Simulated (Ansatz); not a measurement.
PtS2 (CdI2 type)

Space group P-3m1 (No. 164); a = 3.552 Å, b = 3.552 Å, c = 5.127 Å, α = 90.00°, β = 90.00°, γ = 120.00°

```json
[
 {"atom": "Pt", "site": "1a", "symmetry": "-3m.", "x": "0.0000", "y": "0.0000", "z": "0.0000"},
 {"atom": "S", "site": "2d", "symmetry": "3m.", "x": "0.3333", "y": "0.6667", "z": "0.2391"}
]
```

Two coordinates are scanned: the volume, and the ratio of the stretch along z (the conventional c axis) to the stretch across it. Atoms keep their fractional coordinates.

These are r2SCAN+rVV10 (plane waves to 500 eV, PAW, scalar-relativistic; Ansatz, a first-principles code) values and carry that method's errors. k mesh 11×11×7 (Γ-centred), Fermi-Dirac smearing 0.05 eV. The energy includes the smearing's −TS. As the atoms are clamped, bonds stretch with the cell, which overstates energies and stresses. PtS2 is run without spin polarisation. PtS2 was relaxed with its symmetry unable to fall. Spin-orbit coupling is left out, though Pt is heavy. The zero of ΔE is the relaxed starting cell.

```tsv
ΔE (meV/atom)	V/V₀ = 0.920	V/V₀ = 0.960	V/V₀ = 1.000	V/V₀ = 1.040	V/V₀ = 1.080
(c/a)/(c/a)₀ = 0.880	(withheld)	35.8	46.8	80.8	133.0
(c/a)/(c/a)₀ = 0.940	47.8	13.5	11.1	33.9	76.5
(c/a)/(c/a)₀ = 1.000	63.3	(withheld)	0.0	12.5	46.4
(c/a)/(c/a)₀ = 1.060	96.3	(withheld)	9.9	13.4	39.6
(c/a)/(c/a)₀ = 1.120	143.2	71.8	37.9	33.7	(withheld)
```

### Question
Fill in the missing entries.

### Answer

- (c/a)/(c/a)₀ = 0.880, V/V₀ = 0.920: 54.2
- (c/a)/(c/a)₀ = 1.000, V/V₀ = 0.960: 14.6
- (c/a)/(c/a)₀ = 1.060, V/V₀ = 0.960: 35.1
- (c/a)/(c/a)₀ = 1.120, V/V₀ = 1.080: 53.3

(Under strain, the slope of the energy per volume gives the stress and its curvature an elastic modulus.)
